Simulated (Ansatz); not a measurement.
# Ca₂Al₂O₃: rattling a relaxed structure

It was reached by relaxing an invented guess, and it needn't be the stable form of this composition.

All numbers below come from DFT PBE, scalar-relativistic, plane waves, PAW (Ansatz). Plane waves to 420 eV, a k mesh through Γ of 6×6×6 on the computed 7-atom cell and Gaussian smearing (0.10 eV); no spin polarisation.

The cell below (7 atoms, space group R-3m (No. 166)) is relaxed within its symmetry.

```yaml
crystal:
  lattice:
    - [2.69818, 1.55779, 4.17781]
    - [-2.69818, 1.55779, 4.17781]
    - [0.00000, -3.11558, 4.17781]
  atoms:
    - { symbol: Ca, position: [0.00000, 0.00000, 0.00000] }
    - { symbol: Ca, position: [0.50000, 0.50000, 0.50000] }
    - { symbol: Al, position: [0.75697, 0.75697, 0.75697] }
    - { symbol: Al, position: [0.24303, 0.24303, 0.24303] }
    - { symbol: O, position: [0.50000, 0.00000, 0.00000] }
    - { symbol: O, position: [0.00000, 0.00000, 0.50000] }
    - { symbol: O, position: [0.00000, 0.50000, 0.00000] }
```

For the test it was strained at random (σ = 1.5 % a component), the atoms were moved at random (σ = 0.15 Å), and all was relaxed again on a coarse 6×6×6 mesh (in the run’s order of axes) with 0.20 eV smearing, with no symmetry imposed.

**Question.** What happens?

**Answer.** It doesn't return. The energy falls by 6 meV/atom on that mesh, the volume changes by 0.1 %, and the end has space group R32 (No. 155) at a loose tolerance. Relaxed again on a 6×6×6 mesh with 0.10 eV smearing, the new structure lies 6 meV/atom below the first (mesh in the axes of the run's cell; the cell below is made exact in the group named). Space group R32 (No. 155), trigonal, a = 5.387 Å, c = 12.580 Å. Ca on its first site is surrounded by 6 O at 2.62 Å and 2 Al at 3.05 Å; Ca on its second site has 3 O at 2.45 Å, 3 O at 2.94 Å and 8 Al at 3.24–3.25 Å; Al is surrounded by 3 O at 1.84 Å, 1 Ca at 3.05 Å and 7 Ca at 3.24–3.31 Å; around O lie 2 Al at 1.84 Å, 1 Ca at 2.45 Å and 2 Ca at 2.62 Å.

```cif
data_structure
_symmetry_space_group_name_H-M 'R32:H'
_symmetry_Int_Tables_number 155
_cell_length_a 5.3866
_cell_length_b 5.3866
_cell_length_c 12.5802
_cell_angle_alpha 90.000
_cell_angle_beta 90.000
_cell_angle_gamma 120.000
_cell_volume 316.11
loop_
_atom_site_label
_atom_site_type_symbol
_atom_site_symmetry_multiplicity
_atom_site_Wyckoff_symbol
_atom_site_fract_x
_atom_site_fract_y
_atom_site_fract_z
_atom_site_occupancy
Ca1 Ca 3 a 0.00000 0.00000 0.00000 1
Ca2 Ca 3 b 0.33333 0.66667 0.16667 1
Al1 Al 6 c 0.33333 0.66667 0.42426 1
O1 O 9 e 0.33333 0.12063 0.16667 1
```
